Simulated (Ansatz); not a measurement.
## LaSi in the CsCl-type structure

Computed with Ansatz (plane waves, PAW, 420 eV cutoff): PBEsol, scalar-relativistic, no spin polarisation, 8×8×8 k-mesh, Gaussian smearing of 0.05 eV; PAW files: Ansatz's generated set soft_2.

```
La Si
1.0
     3.65931    0.00000    0.00000
     0.00000    3.65931    0.00000
     0.00000    0.00000    3.65931
La Si
1 1
Direct
  0.00000 0.00000 0.00000
  0.50000 0.50000 0.50000
```

This is a trial structure; measured cells of the compound in the Crystallography Open Database are in space group Pnma.

Cell and atoms are those of this level's equilibrium.

The cell has space group Pm-3m (read at 0.01 Å). In it the stress is 0.01, 0.01, 0.01, 0.00, 0.00, 0.00 GPa and the largest force component 0.000 eV/Å. Each change below starts from this cell, without further relaxation. Stress is in GPa, positive in compression, in the order xx, yy, zz, yz, xz, xy; energies are counted from the cell above and are free energies with the smearing's entropy, which match forces and stress in a metal.

**Question.** What happens when atom 2 (Si) is moved by 0.20 Å along x?

**Answer.** The energy changes by 59.6 meV per cell, and the force on it along the shift is -0.575 eV/Å (−F/u = 2.87 eV/Å²). Stress: -0.72, 1.56, 1.56, 0.00, 0.00, 0.00.
```tsv
atom	Fx (eV/Å)	Fy	Fz
La1	0.575	0.000	0.000
Si2	-0.575	0.000	0.000
```
In a harmonic crystal the energy would rise by −½F·u = ½ × 2.87 × 0.20² eV = 57.5 meV, close to the run's value; the rest is anharmonic or numerical.

**Question.** What stress follows from an engineering strain of 2 % in xz, atoms carried along?

**Answer.** -0.07, 0.28, -0.07, 0.00, -0.09, 0.00 GPa; the energy changes by 0.2 meV per cell.
The change of the stress over the strain gives a clamped-atom stiffness of about 4.6 GPa for this component.

Spin–orbit coupling, which matters for such heavy elements, is left out. The cell is a metal with an odd number of electrons, and spin polarisation wasn't tried.
